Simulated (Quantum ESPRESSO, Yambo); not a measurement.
# Levels of theory for the gap of Na3BrO

Na$_{3}$BrO (anti-perovskite, space group Pm-3m, No. 221): one geometry, one set of norm-conserving PBEsol (Quantum ESPRESSO, 88 Ry, no spin-orbit coupling) orbitals, self-energies from Yambo (4×4×4 Γ-centred k mesh, bands 4 to 136 and a 7 Ry block in the screening, 136 bands in G with the Bruneval-Gonze terminator, plasmon pole fitted at 27.2 eV).

The geometry is that of Materials Project entry mp-985586, symmetrised and not relaxed again.

| level | gap Γ → Γ (eV) | rough Yambo cost |
|---|---|---|
| PBEsol (Quantum ESPRESSO) | 1.96 | – |
| exchange only (Hartree-Fock self-energy on PBEsol orbitals) | 11.07 | about 1/20 (8 states) |
| static COHSEX@PBEsol | 5.02 | within a factor of two (2 states) |
| G0W0@PBEsol, plasmon pole | 3.74 | 1 (8 states) |

Bare exchange has no screening and gives the widest gap; static COHSEX screens it but leaves out the frequency dependence, which G0W0 restores.

Costs are rough ratios of core time on shared machines.

Nearest settings tried, and what they do to the gap: 6 Ry block (179 vectors against 251): -42 meV. Not varied: bands in G, bands in W, mesh. So the settings aren't converged at that level.

Spin-orbit splittings are left out. The cell is held in this high symmetry; tilts and polar distortions were not searched.

The structure is a Materials Project entry; no match was found in the copy of COD used, and its stability was not checked.
